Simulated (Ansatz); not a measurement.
Data:

MoIr:
```cif
data_Ir2Mo2
_chemical_formula_sum 'Ir2 Mo2'
_space_group_name_H-M_alt 'P 1'
_space_group_IT_number 1
_cell_length_a 4.41194
_cell_length_b 2.74555
_cell_length_c 4.79475
_cell_angle_alpha 90.000
_cell_angle_beta 90.000
_cell_angle_gamma 90.000
loop_
_space_group_symop_operation_xyz
  'x, y, z'
loop_
_atom_site_label
_atom_site_type_symbol
_atom_site_fract_x
_atom_site_fract_y
_atom_site_fract_z
_atom_site_occupancy
Ir1 Ir 0.25000 0.50000 0.67457 1
Ir2 Ir 0.75000 0.50000 0.32543 1
Mo1 Mo 0.25000 0.00000 0.17052 1
Mo2 Mo 0.75000 0.00000 0.82948 1
```

This is the PBEsol-relaxed structure.

**Question.** All from PBEsol (plane waves, PAW; program Ansatz), unless another level is named. Estimate the formation energy from the elements (no fitted shifts).

**Answer.** -0.34 eV/atom.

**Question.** Predict the density of states at the Fermi level.

**Answer.** 0.68 states/eV per atom (mean over ±0.08 eV).

Space group Pmma. The workflow started from an entry of the Crystallography Open Database (COD). Its standing as an ambient phase is unchecked. The PBEsol relaxation kept the symmetry of its start; its stability against distortions is not shown here. The run is not spin-polarised. The references are the lowest solids computed at this level, not always the standard phases. Spin–orbit coupling is left out wherever it is not named.

Potentials: the later of the program's two PAW sets.
